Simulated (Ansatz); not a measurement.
Input and output for Sn2Ir: DFT, LDA, all-electron PAW with datasets made for the crystal, scalar-relativistic (Ansatz 0.2.0). This run: volume at 0.75 of the series' base cell.

The base volume is that of a database entry, with shape and atoms relaxed on PAW files at held volume, so it needn't be at zero pressure; the structure needn't be the stable phase, at rest or compressed.

Command: `ansatz run input.yaml --threads 1 --pin off --max-ram 3072MiB --backend cpu --events-out ev --progress --plain --runs-dir out` It took 22 s on 1 thread of Arm Neoverse V2, with other jobs on the host, peak memory 0.82 GiB.

```yaml
crystal:
  lattice:
    - [0.0, 2.8924242958, 2.8924242958]
    - [2.8924242958, 0.0, 2.8924242958]
    - [2.8924242958, 2.8924242958, 0.0]
  atoms:
    - { symbol: Sn, position: [0.75, 0.75, 0.75] }
    - { symbol: Sn, position: [0.25, 0.25, 0.25] }
    - { symbol: Ir, position: [0.0, 0.0, 0.0] }
kpoints:
  mp_grid: { grid: [10, 10, 10] }
scf:
  occupations: { method: fermi_dirac, width: 0.05 }
hamiltonian:
  xc: lda
  pseudopotentials: { kind: all_electron, datasets: crystal }
output:
  forces: true
  stress: true
  eigenvalues: true
  efg: { contact_densities: true }
```

Output:

```
hamiltonian.pseudopotentials.datasets: crystal makes datasets for this crystal and solves the spheres of its atoms anew in each pass: cutoff 360.0 eV, the density's 1440.0 eV; for an error of 0.50 meV an atom under PBE, 1.5 meV for the cell; an energy difference from a run of another recipe may be off by several times the error for the cell, under r2SCAN by more, where some 0.1 meV an atom stays at smaller errors; Sn in spheres of 1.244 Å, 14 of its electrons in bands, 8 on its site; Ir in spheres of 1.254 Å, 9 of its electrons in bands, 22 on its site; only band paths and densities of states list, in semicore columns, the levels of the semicore shells that are solved separately: 4s of Sn, 4p of Sn, 4f of Ir, 5s of Ir, 5p of Ir
band count auto-derived: 25 (N_el = 37.0; filled up to band 19; 23 by the electrons, moments and atoms)
Sn, Ir: output.efg is read without spin–orbit coupling, which moves field gradients at and beside such atoms by some per cent and up to a factor of two; PAW files take it under magnetization.noncollinear and magnetization.spin_orbit
Engine: ansatz 0.2.0
Pseudopotentials: kind: all_electron
Pseudopotential: Sn, paw, valence charge 22, recommended cutoff 360 eV (normal), crystal/all_electron/lda/scalar/gaussian/Sn, Koelling and Harmon's equation, gaussian nucleus
Pseudopotential: Ir, paw, valence charge 31, recommended cutoff 360 eV (normal), crystal/all_electron/lda/scalar/gaussian/Ir, Koelling and Harmon's equation, gaussian nucleus
Functional definition: SPW92
  exchange = slater_x
  correlation = pw_c
Crystal: 3 atoms, lattice volume = 48.397 Å³
Basis set: ecut = 360 eV, 749 PW (Γ)
Bands: 25, of which v1, the nominal top of the filled ones, is band 19 counted from 1 (18 counted from 0)
Symmetry: 48 space group operations
Space group: Fm-3m (ITA 225), of the structure as read, at distance tolerance 3.6e-5 Å
k-points: 47 of 1000
Non-local potential: Sn, projectors of the file, l = 0: 1, l = 1: 1, l = 2: 2
Non-local potential: Ir, projectors of the file, l = 0: 1, l = 1: 1, l = 2: 2
PAW form: soft (Blöchl's): semilocal exchange-correlation on the pseudo side does not see the compensation charge
PAW one-centre angular grid: Sn, 590 points (default); XC on its mesh's 1831 points in the sphere
PAW one-centre angular grid: Ir, 590 points (default); XC on its mesh's 1787 points in the sphere
Initial density: superposition of atomic densities (neutral atoms: chi_scale 0, normalization atom)
Initial wavefunctions: pseudopotential atomic-orbital guess
Functional: x = slater, c = lda
iter 1 solved again at ethr=3.67e-3 eV; its pass at ethr=1.00e-1 eV (dr2=1.36e0 eV) is discarded
SCF iter   1: F=—  HF=-820643.425606 eV  |F-HF|=—  |Δ(HF+E_count)|=         —  Δρ=5.92e-2  dr2=1.40e0  ethr=3.67e-3  ⟨swp⟩=3.1  Hψ=6331  notcnv=0
preconditioner: auto → Kerker (q_TF=auto, 2.609 Å⁻¹)  [metal: Δε(μ)=0.023 eV  Ē_g=19.692 eV  σ=0.050 eV  W_gap=0.12  n_scr=14 (ndim 8)  ℏωp=32.5 eV  f_vac=0.000  D(μ)=1.06/eV (n_scr^D=8)]
SCF iter   2: F=—  HF=-820642.996116 eV  |F-HF|=—  |Δ(HF+E_count)|=   4.29e-1  Δρ=3.71e-2  dr2=5.82e-1  ethr=3.67e-3  ⟨swp⟩=2.0  Hψ=2352  notcnv=0  defer=1
SCF iter   3: F=—  HF=-820642.702577 eV  |F-HF|=—  |Δ(HF+E_count)|=   2.94e-1  Δρ=8.29e-3  dr2=6.77e-2  ethr=1.57e-3  ⟨swp⟩=3.0  Hψ=2513  notcnv=0  defer=1
SCF iter   4: F=—  HF=-820642.696986 eV  |F-HF|=—  |Δ(HF+E_count)|=   5.59e-3  Δρ=3.51e-3  dr2=1.11e-2  ethr=1.83e-4  ⟨swp⟩=2.9  Hψ=2940  notcnv=0
SCF iter   5: F=—  HF=-820642.697728 eV  |F-HF|=—  |Δ(HF+E_count)|=   7.42e-4  Δρ=3.21e-3  dr2=6.04e-3  ethr=3.00e-5  ⟨swp⟩=3.0  Hψ=2405  notcnv=0  defer=1
SCF iter   6: F=—  HF=-820642.697203 eV  |F-HF|=—  |Δ(HF+E_count)|=   5.25e-4  Δρ=9.63e-4  dr2=6.44e-4  ethr=1.63e-5  ⟨swp⟩=2.1  Hψ=2063  notcnv=0  defer=1
SCF iter   7: F=—  HF=-820642.697099 eV  |F-HF|=—  |Δ(HF+E_count)|=   1.04e-4  Δρ=3.19e-4  dr2=9.08e-5  ethr=1.74e-6  ⟨swp⟩=3.0  Hψ=2760  notcnv=0
SCF iter   8: F=—  HF=-820642.697086 eV  |F-HF|=—  |Δ(HF+E_count)|=   1.24e-5  Δρ=1.16e-4  dr2=1.07e-5  ethr=2.45e-7  ⟨swp⟩=2.1  Hψ=2056  notcnv=0
iter 9 solved again at ethr=7.60e-11 eV; its pass at ethr=2.89e-8 eV (dr2=2.81e-8 eV) is discarded
SCF iter   9: F=—  HF=-820642.697086 eV  |F-HF|=—  |Δ(HF+E_count)|=   3.47e-7  Δρ=8.98e-6  dr2=2.93e-8  ethr=7.60e-11  ⟨swp⟩=3.1  Hψ=5018  notcnv=0
SCF iter  10: F=-820642.697086 eV  HF=-820642.697086 eV  |F-HF|=1.59e-8  |Δ(HF+E_count)|=   4.39e-8  Δρ=5.23e-6  dr2=1.05e-8  ethr=7.60e-11  ⟨swp⟩=3.1  Hψ=2902  notcnv=0
SCF 1 converged in 10 iterations: F = -820642.697085 eV  dr2 = 1.05e-8
  Residual-converged pass: ⟨swp⟩=2.9  Hψ=1640  notcnv=0  max |occ|·‖R‖ = 6.3e-6 eV (tolerance 6.5e-6 eV)  dr2=1.07e-8  dr2_onsite=1.66e-8  max |Δocc| = 2.0e-11
  greatest PAW one-centre occupation: 0.980 electrons in one spin orbital (limit 2), on the Sn atom at site 0 (counted from 0), in its partial waves of l = 2
SCF converged after 10 iterations
Free energy (F): -820642.697085 eV
Harris-Foulkes:  -820642.697085 eV  (|F-HF|=1.59e-8)
Internal energy: -820642.688692 eV  (E = F + TS)
E sigma→0 (E₀):  -820642.692888 eV
Entropy (-TS):   -0.008392 eV (-2.797 meV/atom)
Past the cutoff: the bands carry plane waves up to 1.75 times it, of which those up to 1.5 times it add -0.000315 eV an atom, each by itself; the spheres take 0.000320 eV an atom off the energy for waves past 1.75 times it
By the cutoff:   a pressure is off by up to 0.009 GPa (1.2 times the spheres' own share and the shells' term, over an atom's volume, and 0.004 GPa: a bound that held against runs at twice the plane waves)
Past the cutoffs: a stress includes 0.0045 GPa for waves and charges beyond them, in addition to the slope of what the spheres take
In the spheres:  the bands' charges fall short by 1.3e-7 e at most (sound up to 1e-3), those of shells solved beside the bands by 8.4e-7 e (sound up to 5e-4)
Fermi energy:    25.888395 eV
--- Per-component energies (eV) ---
  E_band       = 428.836888
  E_kinetic    = 578.590716
  E_local      = -12535.900374  (includes V_loc(G=0)·N_el)
  E_nonlocal   = 575.526445
  E_hartree    = 6627.460614
  E_xc         = -302.052413
  E_vxc        = -327.554782  (∫ρ·V_xc dr)
  E_paw        = -838960.831346  (= ΣΔE_a)
  E_vpaw       = -39534.421242  (= ΣTr[D̂ρ^β])
  E_ewald      = -15043.159100
  E_smearing   = -0.008392  (= −TS)
  E_closure    = 38417.676766  (closes the sum)
  Σ components = -820642.697085   (vs F -820642.697085, Δ=0.00e0)
  The terms above E_closure are by the made datasets' own strengths, without shells solved beside the bands.
--- Forces (eV/Å), atoms counted from 1 ---
  atom   1  Sn     0.00000000     0.00000000    -0.00000000
  atom   2  Sn     0.00000000     0.00000000     0.00000000
  atom   3  Ir     0.00000000    -0.00000000    -0.00000000
  max |Σ_I F_I| component: 6.48e-17 eV/Å
--- Stress (GPa, compression-positive) ---
       66.522070       0.000000      -0.000000
        0.000000      66.522070       0.000000
        0.000000      -0.000000      66.522070
  P = ⅓ Tr σ = 66.5221 GPa (665.221 kbar)
  It holds what live shells' own plane waves past their cutoff add
--- PAW observables at the nuclei: V_zz in 10²¹ V/m², potentials from the cell's mean, atoms counted from 1 ---
  atom   1  Sn V_zz =    -0.000000   η = 0.0000   by run symmetry: forbidden
            electrostatic potential = -8182.519299 V   contact ρ = 1231285.429836 e/Å³
  atom   2  Sn V_zz =    -0.000000   η = 0.0000   by run symmetry: forbidden
            electrostatic potential = -8182.519299 V   contact ρ = 1231285.429836 e/Å³
  atom   3  Ir V_zz =    +0.000000   η = 0.0000   by run symmetry: forbidden
            electrostatic potential = -15787.157303 V   contact ρ = 11117253.532270 e/Å³
--- Band table (eV; the first three rows and the last of 47) ---
  k-point 0: bands = ["3.4987", "3.4987", "3.7900", "3.7900", "3.7900", "4.1453", "4.1453", "4.1453", "4.4540", "4.4540", "11.5391", "19.5580", "19.5580", "19.5580", "22.5646", "22.5646", "24.8832", "30.1453", "30.1453", "30.1453", "30.5452", "30.5452"]
  k-point 1: bands = ["3.5214", "3.5214", "3.7856", "3.7982", "3.7982", "4.1370", "4.1370", "4.1438", "4.4287", "4.4287", "11.7005", "19.1989", "19.6495", "19.6495", "22.4858", "22.4858", "25.3191", "28.2793", "29.5087", "29.5087", "29.8388", "30.3059"]
  k-point 2: bands = ["3.5871", "3.5871", "3.7831", "3.8217", "3.8217", "4.1128", "4.1128", "4.1296", "4.3563", "4.3563", "12.1750", "18.3983", "19.8887", "19.8887", "22.3293", "22.3293", "25.4985", "26.7099", "28.2622", "28.2622", "29.4864", "30.5868"]
  k-point 46: bands = ["3.6794", "3.7443", "3.7600", "3.8826", "3.9649", "3.9835", "4.0149", "4.1140", "4.1526", "4.2741", "16.5200", "16.8365", "18.1250", "19.2892", "22.1523", "22.2214", "22.2533", "22.6722", "24.3627", "29.7084", "31.1675", "31.4709"]
```

Spin–orbit coupling is left out, which matters for the heavy atoms. The structure type is held throughout; the real material can change phase at far lower pressure.
